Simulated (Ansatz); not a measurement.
Si in space group I4/mmm (No. 139; Si on 4e) at seven volumes, plane-wave PAW PBEsol (Ansatz code), shape and atoms relaxed at each. One row is withheld.

| V (Å³/atom) | P (GPa) |
|---|---|
| 15.676 | 11.40 |
| 16.193 | ? |
| 16.710 | 3.24 |
| 17.227 | 0.00 |
| 17.744 | -2.78 |
| 18.260 | -5.15 |
| 18.777 | -7.17 |

### Question
Fit the shown pressures and predict the withheld one.

### Answer
P = (3/2)B₀(x^(7/2) − x^(5/2))[1 + (3/4)(B′ − 4)(x − 1)] with x = (V₀/V)^(2/3). Least squares on the six rows gives V₀ = 17.227 Å³/atom, B₀ = 99.5 GPa, B′ = 4.12. At V = 16.193, x = 1.0421 and P = 7.00 GPa. The run itself gave 7.01 GPa.

The start of the workflow was typed in or built on a structure type; the Crystallography Open Database copy checked does not list it. It is not the phase usual at ambient conditions (space group No. 227). The PBEsol relaxation kept the symmetry of its start. At this level the phase is mechanically unstable.

Potentials: the later of the program's two PAW sets.
